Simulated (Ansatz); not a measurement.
Ansatz input file:

```yaml
crystal:
  lattice:
    - [3.091546, 0.0, 0.0]
    - [0.0, 3.091546, 0.0]
    - [0.0, 0.0, 3.091546]
  atoms:
    - { symbol: Al, position: [0.0, 0.0, 0.0] }
    - { symbol: Pt, position: [0.5, 0.5, 0.5] }
basis:
  ecutwfc: 500
kpoints:
  mp_grid: { grid: [14, 14, 14] }
hamiltonian:
  xc: r2scan
scf:
  occupations: { method: gaussian, width: 0.1 }
output:
  forces: true
  stress: true
  eigenvalues: true
  write_density: true
  write_potential: true
  elf: true
  volumetric_format: npy
relax:
  adjacent_minimum: "off"
  f_tol: 0.005
  max_steps: 80
  cell: { stress_tol: 0.05 }
```

Command:
```bash
ansatz run input.yaml --threads 1 --pin off --max-ram 2560MiB --backend cpu --events-out ev --progress --plain --runs-dir out
```

Level of theory: DFT r2SCAN, scalar-relativistic, plane waves, PAW in Ansatz 0.2.0.

Abridged output:

```
Pseudopotentials: kind: paw
Pseudopotential: Al, paw, valence charge 3, recommended cutoff 500 eV (meta_gga)
Pseudopotential: Pt, paw, valence charge 18, recommended cutoff 500 eV (meta_gga)
Functional definition: r2SCAN
Crystal: 2 atoms, lattice volume = 29.548 Å³
Basis set: ecut = 500 eV, 739 PW (Γ), exchange–correlation on 96×96×96 points (64 copies of the dense FFT grid, shifted against one another)
Bands: 15, of which v1, the nominal top of the filled ones, is band 11 counted from 1 (10 counted from 0)
Symmetry: 48 space group operations
Space group: Pm-3m (ITA 221), of the structure as read, at distance tolerance 3.1e-5 Å
k-points: 120 of 2744
Initial density: superposition of atomic densities (neutral atoms: chi_scale 0, normalization atom), corrected by the library's trained network
Initial wavefunctions: pseudopotential atomic-orbital guess
Functional: x = r2scan, c = r2scan; τ floored in thin density (d = 2e-4 eV/Å³)
SCF iter   1: F=—  HF=-13079.156652 eV  |F-HF|=—  |Δ(HF+E_count)|=         —  Δρ=1.33e-2  dr2=7.89e-2  dr2_τ=2.14e-2  ethr=1.77e-3  ⟨swp⟩=5.2  Hψ=9056  notcnv=0
SCF iter   2: F=—  HF=-13079.158933 eV  |F-HF|=—  |Δ(HF+E_count)|=   2.28e-3  Δρ=4.71e-3  dr2=1.02e-2  dr2_τ=1.86e-3  ethr=3.76e-4  ⟨swp⟩=2.0  Hψ=3240  notcnv=0  defer=51
SCF iter   3: F=—  HF=-13079.156491 eV  |F-HF|=—  |Δ(HF+E_count)|=   2.44e-3  Δρ=1.34e-3  dr2=4.19e-4  dr2_τ=4.01e-5  ethr=4.84e-5  ⟨swp⟩=2.2  Hψ=2369  notcnv=0  defer=51
SCF iter   4: F=—  HF=-13079.156528 eV  |F-HF|=—  |Δ(HF+E_count)|=   3.68e-5  Δρ=3.51e-4  dr2=2.93e-5  dr2_τ=2.19e-6  ethr=2.00e-6  ⟨swp⟩=2.1  Hψ=2900  notcnv=0  defer=51
SCF iter   5: F=—  HF=-13079.156532 eV  |F-HF|=—  |Δ(HF+E_count)|=   3.49e-6  Δρ=3.51e-5  dr2=3.37e-7  dr2_τ=6.41e-8  ethr=1.40e-7  ⟨swp⟩=2.6  Hψ=2712  notcnv=0  defer=51
SCF iter   6: F=-13079.156532 eV  HF=-13079.156532 eV  |F-HF|=2.40e-10  |Δ(HF+E_count)|=   2.25e-8  Δρ=3.14e-6  dr2=2.02e-9  dr2_τ=1.91e-10  ethr=4.76e-10  ⟨swp⟩=10.1  Hψ=11869  notcnv=0
SCF 1 converged in 6 iterations: F = -13079.156532 eV  dr2 = 2.02e-9
relax step   1: F+E_penalty+E_count = -13079.15653153 eV  Δ(F+E_penalty+E_count) = +0.000e0 eV  max|allowed force component| = 2.293e-29 eV/Å  Δτ_max = 0.0000 Å  P = -4.756 GPa  Ω = 29.548 Å³  (6 SCF iters, dr2 threshold 1.00e-7 eV, accepted)
Crystal: 2 atoms, lattice volume = 28.286 Å³
Initial density: handed on by an earlier stage of this run
Initial wavefunctions: those handed on with the density
SCF iter   1: F=—  HF=-13079.112207 eV  |F-HF|=—  |Δ(HF+E_count)|=         —  Δρ=4.47e-3  dr2=7.46e-3  dr2_τ=6.54e-2  ethr=3.50e-5  ⟨swp⟩=1.0  Hψ=11131  notcnv=0
SCF iter   2: F=—  HF=-13079.162203 eV  |F-HF|=—  |Δ(HF+E_count)|=   5.00e-2  Δρ=3.49e-3  dr2=3.46e-3  dr2_τ=9.45e-4  ethr=3.50e-5  ⟨swp⟩=2.0  Hψ=3417  notcnv=0
SCF iter   3: F=—  HF=-13079.161346 eV  |F-HF|=—  |Δ(HF+E_count)|=   8.57e-4  Δρ=9.99e-4  dr2=1.25e-4  dr2_τ=1.51e-5  ethr=1.65e-5  ⟨swp⟩=2.2  Hψ=2461  notcnv=0
SCF iter   4: F=—  HF=-13079.161341 eV  |F-HF|=—  |Δ(HF+E_count)|=   4.63e-6  Δρ=2.52e-4  dr2=1.26e-5  dr2_τ=1.45e-6  ethr=5.96e-7  ⟨swp⟩=2.2  Hψ=3034  notcnv=0
SCF iter   5: F=—  HF=-13079.161340 eV  |F-HF|=—  |Δ(HF+E_count)|=   1.17e-6  Δρ=9.44e-5  dr2=1.96e-6  dr2_τ=1.04e-7  ethr=5.98e-8  ⟨swp⟩=2.0  Hψ=3061  notcnv=0
SCF iter   6: F=-13079.161340 eV  HF=-13079.161340 eV  |F-HF|=5.71e-10  |Δ(HF+E_count)|=   6.51e-8  Δρ=8.33e-6  dr2=1.52e-8  dr2_τ=5.42e-10  ethr=9.52e-10  ⟨swp⟩=5.8  Hψ=10571  notcnv=0
SCF 2 converged in 6 iterations: F = -13079.161340 eV  dr2 = 1.52e-8
relax step   2: F+E_penalty+E_count = -13079.16133998 eV  Δ(F+E_penalty+E_count) = -4.808e-3 eV  max|allowed force component| = 1.689e-29 eV/Å  Δτ_max = 0.0000 Å  P = +4.001 GPa  Ω = 28.286 Å³  energy of the carried Pulay correction = +4.118e-4 eV  (6 SCF iters, dr2 threshold 2.00e-7 eV, accepted)
Crystal: 2 atoms, lattice volume = 28.849 Å³
SCF iter   1: F=—  HF=-13079.155512 eV  |F-HF|=—  |Δ(HF+E_count)|=         —  Δρ=2.19e-3  dr2=1.81e-3  dr2_τ=1.37e-2  ethr=7.81e-6  ⟨swp⟩=1.5  Hψ=11100  notcnv=0
SCF iter   2: F=—  HF=-13079.168013 eV  |F-HF|=—  |Δ(HF+E_count)|=   1.25e-2  Δρ=1.89e-3  dr2=1.07e-3  dr2_τ=2.68e-4  ethr=7.81e-6  ⟨swp⟩=2.0  Hψ=2945  notcnv=0
SCF iter   3: F=—  HF=-13079.167751 eV  |F-HF|=—  |Δ(HF+E_count)|=   2.62e-4  Δρ=5.31e-4  dr2=3.60e-5  dr2_τ=4.23e-6  ethr=5.09e-6  ⟨swp⟩=2.3  Hψ=2467  notcnv=0
SCF iter   4: F=—  HF=-13079.167747 eV  |F-HF|=—  |Δ(HF+E_count)|=   4.04e-6  Δρ=2.62e-4  dr2=1.41e-5  dr2_τ=1.04e-6  ethr=1.71e-7  ⟨swp⟩=2.0  Hψ=3059  notcnv=0
SCF iter   5: F=—  HF=-13079.167744 eV  |F-HF|=—  |Δ(HF+E_count)|=   3.27e-6  Δρ=8.79e-5  dr2=1.70e-6  dr2_τ=7.08e-8  ethr=6.70e-8  ⟨swp⟩=2.0  Hψ=3004  notcnv=0
SCF iter   6: F=-13079.167744 eV  HF=-13079.167744 eV  |F-HF|=4.96e-9  |Δ(HF+E_count)|=   3.13e-7  Δρ=1.08e-5  dr2=2.31e-8  dr2_τ=8.03e-10  ethr=9.52e-10  ⟨swp⟩=5.7  Hψ=10544  notcnv=0
SCF 3 converged in 6 iterations: F = -13079.167744 eV  dr2 = 2.31e-8
relax step   3: F+E_penalty+E_count = -13079.16774359 eV  Δ(F+E_penalty+E_count) = -6.404e-3 eV  max|allowed force component| = 1.085e-30 eV/Å  Δτ_max = 0.0000 Å  P = -0.175 GPa  Ω = 28.849 Å³  energy of the carried Pulay correction = +2.259e-4 eV  (6 SCF iters, dr2 threshold 2.00e-7 eV, accepted)
Crystal: 2 atoms, lattice volume = 28.824 Å³
SCF iter   1: F=—  HF=-13079.167743 eV  |F-HF|=—  |Δ(HF+E_count)|=         —  Δρ=8.80e-5  dr2=3.11e-6  dr2_τ=2.57e-5  ethr=1.37e-8  ⟨swp⟩=2.0  Hψ=10785  notcnv=0
SCF iter   2: F=—  HF=-13079.167766 eV  |F-HF|=—  |Δ(HF+E_count)|=   2.27e-5  Δρ=7.78e-5  dr2=1.73e-6  dr2_τ=4.39e-7  ethr=1.37e-8  ⟨swp⟩=2.0  Hψ=2944  notcnv=0
SCF iter   3: F=-13079.167765 eV  HF=-13079.167765 eV  |F-HF|=1.54e-8  |Δ(HF+E_count)|=   4.26e-7  Δρ=2.28e-5  dr2=7.33e-8  dr2_τ=8.51e-9  ethr=3.63e-10  ⟨swp⟩=5.9  Hψ=10325  notcnv=0
SCF 4 converged in 3 iterations: F = -13079.167765 eV  dr2 = 7.33e-8
relax step   4: F+E_penalty+E_count = -13079.16776518 eV  Δ(F+E_penalty+E_count) = -2.159e-5 eV  max|allowed force component| = 6.381e-30 eV/Å  Δτ_max = 0.0000 Å  P = -0.001 GPa  Ω = 28.824 Å³  energy of the carried Pulay correction = +2.340e-4 eV  (3 SCF iters, dr2 threshold 7.62e-8 eV, accepted)
Initial wavefunctions: pseudopotential atomic-orbital guess (no wavefunctions were taken with the density)
SCF iter   1: F=—  HF=-13079.167538 eV  |F-HF|=—  |Δ(HF+E_count)|=         —  Δρ=5.90e-5  dr2=2.17e-7  dr2_τ=1.32e-6  ethr=5.41e-9  ⟨swp⟩=3.9  Hψ=14751  notcnv=0
SCF iter   2: F=—  HF=-13079.167538 eV  |F-HF|=—  |Δ(HF+E_count)|=   4.28e-7  Δρ=2.64e-5  dr2=4.43e-8  dr2_τ=2.20e-8  ethr=1.03e-9  ⟨swp⟩=2.9  Hψ=3058  notcnv=0
SCF iter   3: F=—  HF=-13079.167539 eV  |F-HF|=—  |Δ(HF+E_count)|=   4.38e-8  Δρ=1.04e-5  dr2=3.97e-8  dr2_τ=7.21e-9  ethr=2.11e-10  ⟨swp⟩=2.0  Hψ=2557  notcnv=0
SCF iter   4: F=—  HF=-13079.167538 eV  |F-HF|=—  |Δ(HF+E_count)|=   9.12e-9  Δρ=2.34e-6  dr2=2.43e-10  dr2_τ=3.81e-10  ethr=1.89e-10  ⟨swp⟩=2.3  Hψ=2476  notcnv=0
SCF iter   5: F=—  HF=-13079.167538 eV  |F-HF|=—  |Δ(HF+E_count)|=  8.79e-10  Δρ=4.46e-7  dr2=4.65e-11  dr2_τ=2.12e-11  ethr=1.16e-12  ⟨swp⟩=2.3  Hψ=2967  notcnv=0
SCF iter   6: F=-13079.167538 eV  HF=-13079.167538 eV  |F-HF|=0.00e0  |Δ(HF+E_count)|=  1.82e-12  Δρ=1.45e-7  dr2=4.34e-12  dr2_τ=9.64e-13  ethr=1.00e-12  ⟨swp⟩=5.0  Hψ=6821  notcnv=0
SCF 5 converged in 6 iterations: F = -13079.167538 eV  dr2 = 4.34e-12
SCF converged after 6 iterations
Free energy (F): -13079.167538 eV
Harris-Foulkes:  -13079.167538 eV  (|F-HF|=0.00e0)
Internal energy: -13079.163741 eV  (E = F + TS)
E sigma→0 (E₀):  -13079.165640 eV
Entropy (-TS):   -0.003797 eV (-1.899 meV/atom)
Fermi energy:    17.352304 eV
--- Per-component energies (eV) ---
  E_band       = -229.337449
  E_kinetic    = 665.810401
  E_local      = -2126.647354  (includes V_loc(G=0)·N_el)
  E_nonlocal   = 210.028011
  E_hartree    = 836.425052
  E_xc         = -289.270089
  E_vxc        = -373.465065  (∫ρ·V_xc dr)
  E_paw        = -9953.206866  (= ΣΔE_a)
  E_vpaw       = -301.726763  (= ΣTr[D̂ρ^β])
  E_aug_tail   = 0.000148  (compensation charges beyond the density's cutoff)
  E_vtau       = 23.812961  (kinetic-family band-sum trace: ∫τ·v_τ [+ j·A + Jᵃ·Aᵃ] dr)
  E_ewald      = -2422.011443
  E_core_change = -0.291602  (= ΣΔE_core)
  E_smearing   = -0.003797  (= −TS)
--- Forces (eV/Å), atoms counted from 1 ---
  atom   1  Al     0.00000000     0.00000000     0.00000000
  atom   2  Pt     0.00000000     0.00000000     0.00000000
--- Stress (GPa, compression-positive) ---
       -0.004288       0.000000       0.000000
        0.000000      -0.004288       0.000000
        0.000000       0.000000      -0.004288
  P = ⅓ Tr σ = -0.0043 GPa (-0.043 kbar)
--- Band table (eV; the first three rows and the last of 120) ---
  k-point 0: bands = ["-83.7242", "-37.3416", "-37.3416", "-37.3416", "4.9776", "11.2840", "11.2840", "14.5050", "14.5050", "14.5050", "21.5659", "21.5659", "21.5659", "26.8445", "26.8445"]
  k-point 1: bands = ["-83.7240", "-37.3463", "-37.3412", "-37.3412", "5.0785", "11.3131", "11.3207", "14.4049", "14.4049", "14.5152", "20.9622", "21.7494", "21.7494", "26.6494", "27.1889"]
  k-point 2: bands = ["-83.7236", "-37.3594", "-37.3401", "-37.3401", "5.3770", "11.3962", "11.4082", "14.1439", "14.1439", "14.5440", "19.7065", "22.2599", "22.2599", "26.1352", "27.5656"]
  k-point 119: bands = ["-83.7155", "-37.4167", "-37.4167", "-37.4167", "10.3682", "10.3682", "10.3682", "15.9046", "15.9046", "18.5851", "19.1973", "19.1973", "19.1973", "22.7227", "23.8419"]
--- Relaxed structure (4 steps of the walk, 4 accepted, 1 SCFs on fresh bases) ---
  F+E_penalty+E_count = -13079.16753850 eV   max|allowed force component| = 5.202e-30 eV/Å   (the final SCF, on the basis selected at the relaxed cell)
  cell:  # Å, volume = 28.8241 Å³
    - [3.06609080, 0.0, 0.0]
    - [0.0, 3.06609080, 0.0]
    - [0.0, 0.0, 3.06609080]
  atoms:
    - { symbol: Al, position: [0.0, 0.0, 0.0] }
    - { symbol: Pt, position: [0.5, 0.5, 0.5] }
```

The relaxation met its thresholds.

Time: 36 s on 1 thread of Arm Neoverse V1, on a shared host, peak memory 0.42 GiB.

Spin–orbit coupling is left out, which can shift energies with elements as heavy as these.